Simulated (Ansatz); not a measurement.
# Relaxing Cu

Level of theory: DFT PBEsol, scalar-relativistic, plane waves, PAW in Ansatz. Settings: 420 eV cutoff, 24×24×6 k-mesh, Gaussian smearing of 0.10 eV, no spin polarisation.

What was changed: uniaxial strain along c, with a, b and atoms relaxed: +3.0 %.

Command:

```bash
ansatz run input.yaml --threads 1 --pin off --max-ram 2560MiB --backend cpu --events-out ev --progress --plain --runs-dir out
```

Input:

```yaml
crystal:
  lattice:
    - [2.5008999403, 0.0, 0.0]
    - [-1.2504499701, 2.1658428806, 0.0]
    - [0.0, 0.0, 8.4823124229]
  atoms:
    - { symbol: Cu, position: [0.0, 0.0, 0.0] }
    - { symbol: Cu, position: [0.3333333329, 0.6666666671, 0.25] }
    - { symbol: Cu, position: [0.0, 0.0, 0.5] }
    - { symbol: Cu, position: [0.6666666671, 0.3333333329, 0.75] }
basis:
  ecutwfc: 420
kpoints:
  mp_grid: { grid: [24, 24, 6] }
hamiltonian:
  xc: pbesol
scf:
  occupations: { method: gaussian, width: 0.1 }
output:
  forces: true
  stress: true
  eigenvalues: true
relax:
  adjacent_minimum: "off"
  f_tol: 0.008
  max_steps: 40
  cell: { stress_tol: 0.015, fix: [c, angles] }
```

F is the free energy. Steps run on the plane waves of an earlier cell, but the last one, and at times one on the way, on a freshly chosen basis, so a repeated geometry can differ a little in energy. The held parts of the cell keep their stress, so P needn't end at zero.

Steps:

```json
{"step": "1", "F − F(1) (eV)": "0.0000", "largest force component (eV/Å)": "0.000", "V (Å³/atom)": "11.486", "P (GPa)": "-2.11"}
{"step": "2", "F − F(1) (eV)": "0.0000", "largest force component (eV/Å)": "0.000", "V (Å³/atom)": "11.491", "P (GPa)": "-2.18"}
{"step": "3", "F − F(1) (eV)": "0.0000", "largest force component (eV/Å)": "0.000", "V (Å³/atom)": "11.498", "P (GPa)": "-2.27"}
{"step": "4", "F − F(1) (eV)": "0.0000", "largest force component (eV/Å)": "0.000", "V (Å³/atom)": "11.498", "P (GPa)": "-2.27"}
```

Relaxed structure:

```xyz
4
Lattice="2.5021 0.0000 0.0000 -1.2511 2.1669 0.0000 0.0000 0.0000 8.4823" Properties=species:S:1:pos:R:3 pbc="T T T"
Cu    0.0000    0.0000    0.0000
Cu    0.0000    1.4446    2.1206
Cu    0.0000    0.0000    4.2412
Cu    1.2511    0.7223    6.3617
```

It takes space group P6_3/mmc (No. 194, hexagonal). The conventional cell has a = 2.502 Å, b = 2.502 Å, c = 8.482 Å, α = 90.00°, β = 90.00°, γ = 120.00°. Around Cu (site symmetry -3m) lie 12 Cu at 2.50 to 2.57 Å. Around Cu (site symmetry -6m2) lie 12 Cu at 2.50 to 2.57 Å.

The run converged. It took 74 s on 1 thread of AMD EPYC 9R45 96-Core Processor (Zen 5), on a shared host, peak memory 1.2 GiB.